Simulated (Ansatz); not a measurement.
**Al2SiO5 — O-17 NMR of the central transition**

Cell: a computed structure from the Materials Project (it need not be an observed phase), taken as it stands.

Space group Pnnm (No. 58); a = 7.7836, b = 7.8872, c = 5.5541 Å.

| site | Wyckoff | site symmetry | x | y | z |
| --- | --- | --- | --- | --- | --- |
| Al1 | 4e | ..2 | 0.0000 | 0.0000 | 0.2421 |
| Al5 | 4g | ..m | 0.1299 | 0.6384 | 0.0000 |
| Si | 4g | ..m | 0.2458 | 0.2513 | 0.0000 |
| O13 | 8h | 1 | 0.7294 | 0.3671 | 0.7399 |
| O21 | 4g | ..m | 0.3973 | 0.9001 | 0.5000 |
| O25 | 4g | ..m | 0.4229 | 0.3626 | 0.5000 |
| O29 | 4g | ..m | 0.4247 | 0.3622 | 0.0000 |

One atom of each set is listed.

All values are calculated (Ansatz; DFT, PBE, plane waves and PAW, scalar-relativistic, 420 eV cutoff, Γ-centred 3×3×5 k-points, Fermi–Dirac smearing 0.02 eV), not measured.

O-17 has I = 5/2 and Q = -25.58 mb (Pyykkö 2018); at 14.1 T its Larmor frequency is ν₀ = 81.4 MHz. Only the quadrupole interaction is simulated: positions count from each site's isotropic chemical shift, and J coupling is left out, as are shift anisotropy and dipolar coupling, which fast spinning averages.

Simulated pattern of one O site (fast magic-angle spinning, Gaussian broadening 0.1 kHz):

(offset (kHz), height): (-4.013, 0), (-3.880, 1), (-3.747, 7), (-3.613, 8), (-3.480, 9), (-3.346, 9), (-3.213, 9), (-3.079, 19), (-2.946, 27), (-2.813, 28), (-2.679, 30), (-2.546, 33), (-2.412, 37), (-2.279, 43), (-2.145, 71), (-2.012, 100), (-1.879, 75), (-1.745, 68), (-1.612, 67), (-1.478, 70), (-1.345, 83), (-1.212, 91), (-1.078, 68), (-0.945, 58), (-0.811, 52), (-0.678, 47), (-0.544, 44), (-0.411, 41), (-0.278, 39), (-0.144, 28), (-0.011, 2), (0.123, 0)

Q: Which |C_Q| and η does the pattern imply?

A: The pattern spans 3.71 kHz before broadening and its centre of gravity is at -1.60 kHz, which fixes P_Q; the places of the horns and steps fix η. That gives P_Q = 4.66 MHz, |C_Q| = 4.44 MHz and η = 0.55, the values that the calculation gives site O13 (1 Si at 1.63 Å, 1 Al at 1.81 Å; also 1 Al at 2.07 Å). The other sites have |C_Q| = 2.79, 3.13, 3.89 MHz. The sign of C_Q can't be read from the pattern.

At O13 V_zz stands upright on the plane of its two bonds (within 12°).

At this cell the PBE pressure is 6 GPa, so with PBE the cell would grow if it were relaxed. The entry's cell may itself be off.

The run took 68 s of wall time (68 s of CPU time) and 0.75 GiB at its peak, on 1 thread of Arm Neoverse V1 (aarch64; 8 cores open to the job, memory cap 2.5 GiB, no GPU), a shared host with a load of 0.6 a core.
